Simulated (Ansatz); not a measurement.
Given:

Si3N4 (space group P6_3/m)

```yaml
crystal:
  lattice:
    - [7.62465, 0.00000, 0.00000]
    - [-3.81232, 6.60314, 0.00000]
    - [0.00000, 0.00000, 2.91047]
  atoms:
    - { symbol: Si, position: [0.23242, 0.82605, 0.75000] }
    - { symbol: Si, position: [0.76758, 0.17395, 0.25000] }
    - { symbol: Si, position: [0.40637, 0.23242, 0.25000] }
    - { symbol: Si, position: [0.59363, 0.76758, 0.75000] }
    - { symbol: Si, position: [0.17395, 0.40637, 0.75000] }
    - { symbol: Si, position: [0.82605, 0.59363, 0.25000] }
    - { symbol: N, position: [0.33333, 0.66667, 0.75000] }
    - { symbol: N, position: [0.66667, 0.33333, 0.25000] }
    - { symbol: N, position: [0.97037, 0.67000, 0.75000] }
    - { symbol: N, position: [0.02963, 0.33000, 0.25000] }
    - { symbol: N, position: [0.30037, 0.97037, 0.25000] }
    - { symbol: N, position: [0.69963, 0.02963, 0.75000] }
    - { symbol: N, position: [0.33000, 0.30037, 0.75000] }
    - { symbol: N, position: [0.67000, 0.69963, 0.25000] }
```

The volume is varied about the relaxed value V₀ at fixed cell shape. The atoms relax within the cell's symmetry.

Method: PBEsol (plane waves to 420 eV, PAW, scalar-relativistic; Ansatz, an electronic-structure program). k mesh 4×4×9 (Γ-centred), Fermi-Dirac smearing 0.05 eV. E stands for the smeared free energy. Stress and pressure are positive under compression. With the shape held, the modulus is that of even scaling; a crystal free to change shape is softer. Si3N4 was relaxed with its symmetry unable to fall. ΔE is measured from the relaxed starting cell.

The scan covers V/V₀ from 0.900 to 1.100 in 11 points.

Task: What is ΔE at V/V₀ = 0.900?

Result: 93.3 meV/atom.

Task: What is ΔE at V/V₀ = 1.100?

Result: 67.8 meV/atom.

Task: What pressure does the cell carry at V/V₀ = 0.900?

Result: 31.0 GPa.

(Under strain, the slope of the energy per volume gives the stress and its curvature an elastic modulus.)
